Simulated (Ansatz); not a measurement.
Values for one crystal, relaxed and computed with DFT-LDA in the program Ansatz with PAW potentials; other levels are named.

* **Volume per atom**: 18.58 Å³
* **Band gap**: 2.16 eV (direct)
* **Vibrational entropy at 300 K**: 28.8 J/(K·mol of atoms)
* **Zero-point energy**: 41.2 meV/atom
* **Formation energy from the elements (no fitted shifts)**: -0.84 eV/atom
* **Conduction-band minimum**: at Γ
* **Hole effective mass, band 1 of 2 at the edge**: 1.5 along x, 1.4 along z (mₑ)

Which compound is it?
(A) HfS2, CdI2 type
(B) MoSeS, P-3m1 (Mo on 2c, Se on 2d, S on 2d)
(C) ZnS, P3m1 (Pearson symbol hP16)
(D) Mg2ZnO3, P-3m1 (Mg on 2d, Zn on 1a, O on 2d, O on 1b)

C, ZnS, P3m1 (Pearson symbol hP16)

The workflow started from a Materials Project entry (that database holds measured and hypothetical structures alike); the Crystallography Open Database files this formula in space group No. 156, but the cells were not matched. It is not the phase usual at ambient conditions (space group No. 186, 216). Symmetry was held in the LDA relaxation; phonons on a q-mesh show no instability. The references are the lowest solids computed at this level, not always the standard phases.

Potentials: the later of the program's two PAW sets.
